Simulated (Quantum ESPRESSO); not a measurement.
## GaZrTi2O7F (input and log of a self-consistent run)

Simulated, not a measurement. The program is pw.x of Quantum ESPRESSO 7.5 (plane-wave density functional theory). The cell is made up: 12 atoms on a rutile lattice, with randomly drawn elements, strain and displacements, not relaxed. PseudoDojo standard norm-conserving files (v0.5 for PBE, v0.4.1 for LDA and PBEsol) set the functional; there is no spin polarisation, spin-orbit coupling or dispersion term, and the masses in the input are unused placeholders.

Input:

```
&control calculation='scf', pseudo_dir='./dojo.nc.sr.pbe.v0_5.standard.upf', outdir='./o', disk_io='low', tprnfor=.true., tstress=.true. /
&system ibrav=0, nat=12, ntyp=5, nbnd=55, ecutwfc=84.00895049, nosym=.true., tot_charge=0,
 occupations='smearing', smearing='fd', degauss=0.0018374661
/
&electrons conv_thr=7.350e-09, electron_maxstep=60, /
ATOMIC_SPECIES
F 1.0 F.upf
Ga 1.0 Ga.upf
O 1.0 O.upf
Ti 1.0 Ti.upf
Zr 1.0 Zr.upf
CELL_PARAMETERS angstrom
4.7891 -0.0151 0.0126
-0.0151 4.8864 0.0338
0.0165 0.0441 6.419
ATOMIC_POSITIONS angstrom
Ga 0.0936 0.0802 -0.0431
Zr 2.3722 2.453 1.6809
Ti 0.0185 0.0294 3.2161
Ti 2.3791 2.526 4.7507
O 1.4614 1.526 0.0195
O 3.3751 3.3391 0.0195
O 3.7609 1.0757 1.5399
O 0.8656 3.9166 1.6046
F 1.4037 1.5543 3.1928
O 3.3379 3.4324 3.2021
O 3.8116 1.011 4.8814
O 0.8595 3.9375 4.8123
K_POINTS automatic
5 5 4 1 1 1
```

The log is shortened where brackets say so; the opening notice, blank lines, dates and the lines on written files are dropped, and the path of the files is cut. It prints rydbergs, bohrs and kilobars, and counts compression as positive stress. With no partly filled state, the Fermi energy that it prints is only some level between the filled and the empty states on the mesh, and need not lie in the true gap.

```
     Program PWSCF v.7.5
     Parallel version (MPI & OpenMP), running on       4 processor cores
     Number of MPI processes:                 4
     Threads/MPI process:                     1
     [start-up lines left out]
     bravais-lattice index     =            0
     lattice parameter (alat)  =       9.0502  a.u.
     unit-cell volume          =    1013.6290 (a.u.)^3
     number of atoms/cell      =           12
     number of atomic types    =            5
     number of electrons       =        98.00
     number of Kohn-Sham states=           55
     kinetic-energy cutoff     =      84.0090  Ry
     charge density cutoff     =     336.0358  Ry
     scf convergence threshold =      7.3E-09
     mixing beta               =       0.7000
     number of iterations used =            8  plain     mixing
     Exchange-correlation= PBE
                           (   1   4   3   4   0   0   0)
     [axes and pseudopotential details left out]
   Cartesian axes
     site n.     atom                  positions (alat units)
         1        Ga     tau(   1) = (   0.0195442   0.0167462  -0.0089995  )
         2        Zr     tau(   2) = (   0.4953290   0.5122005   0.3509816  )
         3        Ti     tau(   3) = (   0.0038629   0.0061389   0.6715401  )
         4        Ti     tau(   4) = (   0.4967697   0.5274433   0.9919734  )
         5        O      tau(   5) = (   0.3051487   0.3186376   0.0040717  )
         6        O      tau(   6) = (   0.7047403   0.6972232   0.0040717  )
         7        O      tau(   7) = (   0.7852975   0.2246123   0.3215400  )
         8        O      tau(   8) = (   0.1807422   0.8178086   0.3350497  )
         9        F      tau(   9) = (   0.2931006   0.3245468   0.6666750  )
        10        O      tau(  10) = (   0.6969727   0.7167048   0.6686169  )
        11        O      tau(  11) = (   0.7958840   0.2111026   1.0192643  )
        12        O      tau(  12) = (   0.1794685   0.8221726   1.0048359  )
     number of k points=    50  Fermi-Dirac smearing, width (Ry)=  0.0018
                       cart. coord. in units 2pi/alat
        k(    1) = (   0.1000659   0.0976801   0.0923327), wk =   0.0400000
        k(    2) = (   0.0995711   0.0963883   0.2788649), wk =   0.0400000
     [further k points left out]
     Dense  grid:   105423 G-vectors     FFT dimensions: (  54,  54,  72)
     Estimated max dynamical RAM per process >     313.68 MB
     Estimated total dynamical RAM >       1.15 GB
     Initial potential from superposition of free atoms
     starting charge      97.9918, renormalised to      98.0000
     Starting wfcs are   71 randomized atomic wfcs
     total cpu time spent up to now is        4.8 secs
     per-process dynamical memory:   242.5 Mb
     Self-consistent Calculation
     iteration #  1     ecut=    84.01 Ry     beta= 0.70
     Davidson diagonalization with overlap
     ethr =  1.00E-02,  avg # of iterations =  2.0
     total cpu time spent up to now is       12.4 secs
     total energy              =    -770.30281600 Ry
     estimated scf accuracy    <       5.52769551 Ry
     iteration #  2     ecut=    84.01 Ry     beta= 0.70
     Davidson diagonalization with overlap
     ethr =  5.64E-03,  avg # of iterations =  8.0
     total cpu time spent up to now is       27.5 secs
     total energy              =    -761.81963894 Ry
     estimated scf accuracy    <     116.75265599 Ry
     iteration #  3     ecut=    84.01 Ry     beta= 0.70
     Davidson diagonalization with overlap
     ethr =  5.64E-03,  avg # of iterations =  7.1
     total cpu time spent up to now is       42.0 secs
     total energy              =    -773.00263698 Ry
     estimated scf accuracy    <       4.74754124 Ry
     iteration #  4     ecut=    84.01 Ry     beta= 0.70
     Davidson diagonalization with overlap
     ethr =  4.84E-03,  avg # of iterations =  2.0
     total cpu time spent up to now is       50.1 secs
     total energy              =    -773.52274185 Ry
     estimated scf accuracy    <       1.08783396 Ry
     iteration #  5     ecut=    84.01 Ry     beta= 0.70
     Davidson diagonalization with overlap
     ethr =  1.11E-03,  avg # of iterations =  1.6
     total cpu time spent up to now is       57.5 secs
     total energy              =    -773.38477774 Ry
     estimated scf accuracy    <       0.82721653 Ry
     [iterations 6 to 15 left out]
     iteration # 16     ecut=    84.01 Ry     beta= 0.70
     Davidson diagonalization with overlap
     ethr =  8.73E-10,  avg # of iterations =  2.5
     total cpu time spent up to now is      170.0 secs
     total energy              =    -773.41602956 Ry
     estimated scf accuracy    <       0.00000041 Ry
     iteration # 17     ecut=    84.01 Ry     beta= 0.70
     Davidson diagonalization with overlap
     ethr =  4.14E-10,  avg # of iterations =  2.1
     total cpu time spent up to now is      177.9 secs
     total energy              =    -773.41602959 Ry
     estimated scf accuracy    <       0.00000009 Ry
     iteration # 18     ecut=    84.01 Ry     beta= 0.70
     Davidson diagonalization with overlap
     ethr =  9.18E-11,  avg # of iterations =  5.2
     total cpu time spent up to now is      187.4 secs
     total energy              =    -773.41602961 Ry
     estimated scf accuracy    <          9.9E-09 Ry
     iteration # 19     ecut=    84.01 Ry     beta= 0.70
     Davidson diagonalization with overlap
     ethr =  1.01E-11,  avg # of iterations =  5.2
     total cpu time spent up to now is      198.7 secs
     total energy              =    -773.41602961 Ry
     estimated scf accuracy    <          7.5E-09 Ry
     iteration # 20     ecut=    84.01 Ry     beta= 0.70
     Davidson diagonalization with overlap
     ethr =  7.62E-12,  avg # of iterations =  2.4
     total cpu time spent up to now is      206.9 secs
     End of self-consistent calculation
          k = 0.1001 0.0977 0.0923 ( 13164 PWs)   bands (ev):
   -50.6066 -50.4141 -40.4002 -26.8938 -26.7583 -26.7193 -26.6909 -26.5843
   -26.4755 -19.7052 -18.6810 -18.6442 -16.9860 -10.0156  -9.5759  -9.2732
    -8.8889  -8.7285  -8.2788  -8.2465  -5.8031  -5.7877  -5.7609  -5.5916
    -5.5453  -0.5710   0.0295   0.6582   1.6636   3.0163   3.2047   3.5433
     3.6669   3.8859   4.2193   4.3246   4.6643   5.1072   5.3266   5.3868
     5.4909   5.6228   5.9275   6.1391   6.2852   6.4367   6.7278   7.0517
     7.4203   8.7026   8.8870   8.9939   9.2621   9.3686   9.7644
     [levels at the other k points left out]
     the Fermi energy is     8.0623 ev
!    total energy              =    -773.41602961 Ry
     estimated scf accuracy    <          2.5E-09 Ry
     smearing contrib. (-TS)   =      -0.00000000 Ry
     internal energy E=F+TS    =    -773.41602961 Ry
     The total energy is F=E-TS. E is the sum of the following terms:
     one-electron contribution =    -281.95972697 Ry
     hartree contribution      =     194.11468967 Ry
     xc contribution           =    -165.80996076 Ry
     ewald contribution        =    -519.76103155 Ry
     convergence has been achieved in  20 iterations
     Forces acting on atoms (cartesian axes, Ry/au):
     atom    1 type  2   force =    -0.03500290   -0.00423228    0.01738899
     atom    2 type  5   force =     0.06032321    0.06694811   -0.22583843
     atom    3 type  4   force =    -0.08322722   -0.09604654   -0.00107600
     atom    4 type  4   force =     0.09381707    0.04013452    0.22638930
     atom    5 type  3   force =    -0.01326427   -0.00476876   -0.06403873
     atom    6 type  3   force =    -0.04825970    0.00096076   -0.06733110
     atom    7 type  3   force =     0.08606549   -0.08739109    0.06639706
     atom    8 type  3   force =    -0.04228426    0.08312471    0.06249716
     atom    9 type  1   force =    -0.04146915   -0.04289814    0.07029661
     atom   10 type  3   force =    -0.00121315    0.01789415    0.07116102
     atom   11 type  3   force =     0.00559978    0.00236928   -0.08496128
     atom   12 type  3   force =     0.01891509    0.02390530   -0.07088459
     Total force =     0.456950     Total SCF correction =     0.000094
     Computing stress (Cartesian axis) and pressure
          total   stress  (Ry/bohr**3)                   (kbar)     P=     -134.95
  -0.00068199   0.00023965  -0.00006475         -100.32       35.25       -9.53
   0.00023965  -0.00078642  -0.00003181           35.25     -115.69       -4.68
  -0.00006475  -0.00003181  -0.00128371           -9.53       -4.68     -188.84
     init_run     :      4.57s CPU      4.77s WALL (       1 calls)
     electrons    :    201.06s CPU    202.13s WALL (       1 calls)
     forces       :      1.72s CPU      1.73s WALL (       1 calls)
     stress       :      5.60s CPU      5.77s WALL (       1 calls)
     [timing details left out]
     PWSCF        :   3m33.10s CPU   3m34.59s WALL
     JOB DONE.
```

In other units: free energy -10522.861 eV for the cell, pressure -13.50 GPa, largest force component 5.821 eV/Å. A rerun of this cell at a cutoff of 1467 eV and k mesh 7 x 7 x 6 moved values by no more than 0.004 eV in energy, 0.04 GPa in stress and 0.003 eV/Å in force.